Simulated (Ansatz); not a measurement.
## Nb2Te6Mo: stable or not

The structure comes from a generated guess, relaxed at this level; another structure or a mixture of phases may lie lower.

Level of theory: DFT PBE, scalar-relativistic, plane waves, PAW in Ansatz. Cutoff 420 eV, Γ-centred 12×12×2 mesh (9-atom cell), Gaussian smearing of 0.10 eV, no spin polarisation.

```
Nb Te Mo
1.0
     3.63102    0.00000    0.00000
    -1.81551    3.14456    0.00000
     0.00000    0.00000   22.70562
Nb Te Mo
2 6 1
Direct
  0.00000 0.00000 0.83704
  0.00000 0.00000 0.16296
  0.66667 0.33333 0.08101
  0.66667 0.33333 0.42067
  0.66667 0.33333 0.75456
  0.33333 0.66667 0.91899
  0.33333 0.66667 0.24544
  0.33333 0.66667 0.57933
  0.00000 0.00000 0.50000
```

The zero of energy is the elements' standard structures at the same level; no fitted shifts are applied.

Problem. These tests were run: energy against the elements; phonons on a 2×2×1 q mesh; elastic tensor. What do they show?

Solution.

```tsv
test	result
energy against the elements	−0.31 eV/atom
phonons on a 2×2×1 q mesh	imaginary modes down to 167i cm⁻¹
elastic tensor	least eigenvalue 2 GPa
```

It fails one test: phonons on a 2×2×1 q mesh. So it isn't even a local minimum. Undecided within the accuracy: elastic tensor.

No dispersion correction is applied, so the spacing and binding between layers, chains or molecules are poorly described. These runs have no spin–orbit coupling, which can matter for Te. The reference form of Te is held partly by dispersion forces, which this level lacks. The run for the phonons used a 12×12×2 k mesh and Fermi–Dirac smearing of 0.15 eV. The run for the elastic tensor used a 12×12×2 k mesh and Fermi–Dirac smearing of 0.15 eV.
